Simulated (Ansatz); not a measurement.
W₃N₄ (space group Pm-3m)

```xyz
14
Lattice="8.3117 0.0000 0.0000 4.1558 4.1558 0.0000 4.1558 0.0000 4.1558" Properties=species:S:1:pos:R:3 pbc="T T T"
N     10.3896     2.0779     2.0779
N      6.2338     2.0779     2.0779
N      2.0779     0.0000     0.0000
N      6.2338     0.0000     0.0000
N      8.3117     2.0779     0.0000
N      4.1558     2.0779     0.0000
N      8.3117     0.0000     2.0779
N      4.1558     0.0000     2.0779
W     10.3896     2.0779     0.0000
W      6.2338     2.0779     0.0000
W      8.3117     2.0779     2.0779
W     12.4675     2.0779     2.0779
W     10.3896     0.0000     2.0779
W      6.2338     0.0000     2.0779
```

The atoms are displaced by Q × the pattern below (from a DFPT mode at R = (0.5, 0.5, 0.5), largest move 1; Q in Å), at fixed cell. It is one choice among 3 degenerate patterns. (q is in reciprocal vectors of the primitive cell; the cell shown is doubled to hold the pattern.)

| atom | x | y | z |
|---|---|---|---|
| W9 | 0.000 | 1.000 | 0.000 |
| W10 | 0.000 | -1.000 | 0.000 |
| W13 | 0.000 | 0.000 | -1.000 |
| W14 | 0.000 | 0.000 | 1.000 |

Atoms not listed stay in place.

Calculation: LDA (plane waves to 420 eV, PAW, scalar-relativistic; Ansatz, a quantum-chemistry and plane-wave program). k mesh 11×11×11 (Γ-centred), Fermi-Dirac smearing 0.05 eV. With partly filled bands, energies and forces of such displacements shift with the k mesh and the smearing. Spin-orbit coupling is left out, though W is heavy. W3N4 is run without spin polarisation. W3N4 was relaxed with its symmetry unable to fall. 

```json
[
 {"Q (Å)": "-0.100", "−dE/dQ from forces (eV/Å)": "1.915"},
 {"Q (Å)": "-0.083", "−dE/dQ from forces (eV/Å)": "1.462"},
 {"Q (Å)": "-0.067", "−dE/dQ from forces (eV/Å)": "1.080"},
 {"Q (Å)": "-0.050", "−dE/dQ from forces (eV/Å)": "0.757"},
 {"Q (Å)": "-0.033", "−dE/dQ from forces (eV/Å)": "0.479"},
 {"Q (Å)": "-0.017", "−dE/dQ from forces (eV/Å)": "0.232"},
 {"Q (Å)": "0.000", "−dE/dQ from forces (eV/Å)": "0.000"},
 {"Q (Å)": "0.017", "−dE/dQ from forces (eV/Å)": "-0.232"},
 {"Q (Å)": "0.033", "−dE/dQ from forces (eV/Å)": "-0.479"},
 {"Q (Å)": "0.050", "−dE/dQ from forces (eV/Å)": "-0.757"},
 {"Q (Å)": "0.067", "−dE/dQ from forces (eV/Å)": "-1.080"},
 {"Q (Å)": "0.083", "−dE/dQ from forces (eV/Å)": "-1.462"},
 {"Q (Å)": "0.100", "−dE/dQ from forces (eV/Å)": "-1.915"}
]
```

What harmonic wavenumber does the curvature at Q = 0 give?

71 cm⁻¹. E″ = 13.76 eV/Å², M = Σ mᵢ|uᵢ|² = 735.4 u, ν̃ = 521.5·√(|E″|/M).

(For displaced atoms, the force is minus the slope of the energy, and its curvature is a force constant, which sets phonon frequencies.)
